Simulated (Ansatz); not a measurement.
# CaO with Sb replacing O: gradients before and after relaxing the atoms

Start: a supercell of CaO (rock salt type, Fm-3m) built from a structure deposited in the COD, with all atoms left at the host's positions.

```cif
data_Ca27SbO26
_symmetry_space_group_name_H-M 'Fm-3m'
_symmetry_Int_Tables_number 225
_cell_length_a 14.4390
_cell_length_b 14.4390
_cell_length_c 14.4390
_cell_angle_alpha 90.000
_cell_angle_beta 90.000
_cell_angle_gamma 90.000
loop_
_atom_site_label
_atom_site_type_symbol
_atom_site_symmetry_multiplicity
_atom_site_Wyckoff_symbol
_atom_site_fract_x
_atom_site_fract_y
_atom_site_fract_z
Ca1 Ca 32 f 0.3333 0.8333 0.8333
Ca2 Ca 24 e 0.5000 0.0000 0.8333
Ca6 Ca 48 h 0.8333 0.1667 0.0000
Ca27 Ca 4 a 0.0000 0.5000 0.5000
Sb Sb 4 b 0.5000 0.0000 0.0000
O29 O 48 i 0.6667 0.1667 0.0000
O32 O 32 f 0.8333 0.1667 0.1667
O42 O 24 e 0.0000 0.5000 0.3333
```

One atom of each set is listed; the run and its k-mesh use a cell of 54 atoms with edges of 10.21, 10.21, 10.21 Å.

The numbers come from a DFT calculation in Ansatz (PBE, plane waves and PAW, scalar-relativistic, collinear spin, 420 eV cutoff, Γ-centred 2×2×2 k-points, Fermi–Dirac smearing 0.01 eV). Start moments as typed (μB): 1 on each Sb, none on the rest.

The largest force at the start is 6.5 eV/Å. Relaxing the ions at fixed cell moves them by 0.286 Å at most (atom 5, Ca) and 0.104 Å rms.

```
site  moved (Å)             first shell before                                  first shell after  V_zz before (10²¹ V/m²)  η before
 Ca1      0.012                  6 O at 2.41 Å                                 6 O at 2.40–2.42 Å                   -0.056      0.00
 Ca2      0.286  5 O at 2.41 Å, 1 Sb at 2.41 Å  1 O at 2.20 Å, 1 Sb at 2.69 Å; also 4 O at 2.47 Å                    -1.48      0.00
 Ca6      0.012                  6 O at 2.41 Å                                 6 O at 2.35–2.42 Å                   -0.026      0.03
  Sb      0.000                 6 Ca at 2.41 Å                                     6 Ca at 2.69 Å                     0.00         –
 O29      0.068                 6 Ca at 2.41 Å                                6 Ca at 2.35–2.47 Å                     0.56      0.39
 O42      0.074                 6 Ca at 2.41 Å                                6 Ca at 2.20–2.42 Å                     0.27      0.00
```

(1) What are V_zz and η after the relaxation?

Answers

(1) 

| site | V_zz after | η after | change of V_zz |
| --- | --- | --- | --- |
| Ca1 | 0.30 | 0.00 | +0.36 |
| Ca2 | -4.16 | 0.00 | -2.68 |
| Ca6 | -0.95 | 0.94 | – |
| Sb | 0.00 | – | 0.00 |
| O29 | 0.68 | 0.97 | – |
| O42 | -1.62 | 0.00 | -1.89 |

The largest change of V_zz along a kept axis is on Ca2, from -1.48 to -4.16. Small gradients that grow severalfold: O42 (0.27 to -1.62). V_zz changes sign on O42 (same axis), Ca1 (same axis). On O29, Ca6 the largest principal value lies along another axis in the second run, so the two V_zz can't be compared directly. Other sites with |V_zz| of 0.02 or less aren't listed.

The defect repeats with the cell of 54 atoms, so it feels its images: sites between two images don't show the values beside a lone defect, and zeros or small values of η there can come from the images' arrangement. The defect cell has no gap above 0.1 eV on its mesh, so the values can hang on the smearing and the k-mesh. Without spin–orbit coupling (the program notes it for Sb) the gradients can shift somewhat, as the gap is small. The run lost most of its start moments on Sb; a state with other moments may lie lower.
Before: The cell keeps the host's lattice, where the PBE pressure is 8 GPa. The neighbours have not yet relaxed around the defect (largest force 6.5 eV/Å), so the values at and beside it are those of a strained start, not of the defect in a real crystal.
After: The relaxation keeps the site symmetry m-3m of the start, so the impurity can't leave its site; a distortion that would localise the partly filled state isn't explored. The cell keeps the host's lattice, where the PBE pressure is 6 GPa.
